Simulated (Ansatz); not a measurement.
Data:

Relaxed NaF (rock salt):

```
NaF
1.0
    0.00000     4.59450     4.59450
    2.29725     0.00000     2.29725
    2.29725     2.29725     0.00000
F Na
2 2
Direct
  0.00000   0.00000   0.00000
  0.50000   0.00000   0.00000
  0.25000   0.50000   0.50000
  0.75000   0.50000   0.50000
```

A phonon eigenvector at L = (0.5, 0.0, 0.0) is frozen into this cell: atom i moves by Q times the vector below, so Q is the largest atomic displacement, in Å. The cell is held. (q is in reciprocal vectors of the primitive cell; the cell shown is doubled to hold the pattern.)

```csv
atom,x,y,z
Na3,0.577,-0.577,-0.577
Na4,-0.577,0.577,0.577
```

Atoms not listed stay in place.

Method: r2SCAN (plane waves to 500 eV, PAW, scalar-relativistic; Ansatz, a quantum-chemistry and plane-wave program). k mesh 6×12×12 (Γ-centred), Fermi-Dirac smearing 0.05 eV. Energies are smeared free energies. NaF was relaxed with its symmetry unable to fall. The zero of ΔE is the undisplaced structure.

The scan covers Q from -0.280 to 0.280 Å in 13 points.

Which space group does the distorted structure have?

R-3m (No. 166), lowered from Fm-3m.

What is the energy change at Q = 0.280 Å?

627 meV/cell.

What harmonic wavenumber does the curvature at Q = 0 give?

309 cm⁻¹.

(For displaced atoms, the force is minus the slope of the energy, and its curvature is a force constant, which sets phonon frequencies.)
